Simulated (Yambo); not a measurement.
```
CELL_PARAMETERS angstrom
      4.12555     0.00000     0.00000
     -2.06277     3.57283     0.00000
      0.00000     0.00000     6.82678
ATOMIC_POSITIONS crystal
  Mg 0.00000 0.00000 0.00000
  I  0.33333 0.66667 0.24575
  I  0.66667 0.33333 0.75425
```

Response from Yambo on PBEsol (Quantum ESPRESSO, PseudoDojo norm-conserving, 84 Ry, with spin-orbit coupling) bands: 6×6×2 mesh, 150 bands, 4 Ry local-field block, 0.2 eV broadening.

**Question.** Give the static electronic dielectric constant without and with local fields along each axis.

**Answer.** 
```tsv
field along	ε(0), independent particles	ε(0), RPA with local fields	refractive index √ε
x	5.25	4.38	2.09
z	4.97	3.85	1.96
```
Electronic (clamped-ion) response only. PBEsol gaps are usually too small, which raises these values. Convergence of the RPA response with its 6×6×2 mesh was not tested. x, y and z are Cartesian axes of the cell as given.

Geometry relaxed with PBE+D3(BJ).
